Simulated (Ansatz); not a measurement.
zincblende-structured YbS

Method: PBEsol, scalar-relativistic; no spin polarisation; PAW, 420 eV, Γ-centred 8×8×8 mesh, 0.05 eV Gaussian smearing; code Ansatz; PAW files: Ansatz's generated set soft_2.

```yaml
crystal:
  lattice:
    - [0.00000, 3.06497, 3.06497]
    - [3.06497, 0.00000, 3.06497]
    - [3.06497, 3.06497, 0.00000]
  atoms:
    - { symbol: Yb, position: [0.00000, 0.00000, 0.00000] }
    - { symbol: S, position: [0.25000, 0.25000, 0.25000] }
```

This is a trial structure; measured cells of the compound in the Crystallography Open Database are in space group Fm-3m (rock salt).

Elastic constants come from the stress of slightly strained cells with relaxed atoms, in GPa, Voigt order xx, yy, zz, yz, xz, xy in the Cartesian frame of the vectors above.

(1) Give the elastic tensor.

Answer:

(1) 
```
50.5 41.8 41.8  0.0  0.0  0.0
41.8 50.5 41.8  0.0  0.0  0.0
41.8 41.8 50.5  0.0  0.0  0.0
 0.0  0.0  0.0 11.2  0.0  0.0
 0.0  0.0  0.0  0.0 11.2  0.0
 0.0  0.0  0.0  0.0  0.0 11.2
```

**Question.** Is the crystal mechanically stable, and what are its polycrystalline moduli?

**Answer.** Stable against homogeneous strain: the smallest eigenvalue of the tensor is 8.7 GPa. Hill averages: K = 45 GPa, G = 7.7 GPa, E = 22 GPa, ν = 0.42.

For a cubic crystal three numbers say it all: C11 = 50.5, C12 = 41.8, C44 = 11.2 GPa. K = (C11 + 2C12)/3 = 44.7 GPa. The two shear moduli are C44 and C′ = (C11 − C12)/2 = 4.3 GPa, so Zener's ratio C44/C′ is 2.57: the crystal is stiffest along ⟨111⟩ and softest along ⟨100⟩. The Cauchy pressure C12 − C44 is 31 GPa; pair forces would make it zero if every atom sat on a centre of inversion, which isn't so here, so internal relaxation also enters.

The equation of state, an independent route, gives B0 = 45 GPa, against 45 GPa here.

It took roughly 2.7 core-minutes on a shared host.

For elements this heavy, spin–orbit coupling would shift levels and gaps; it isn't included here.
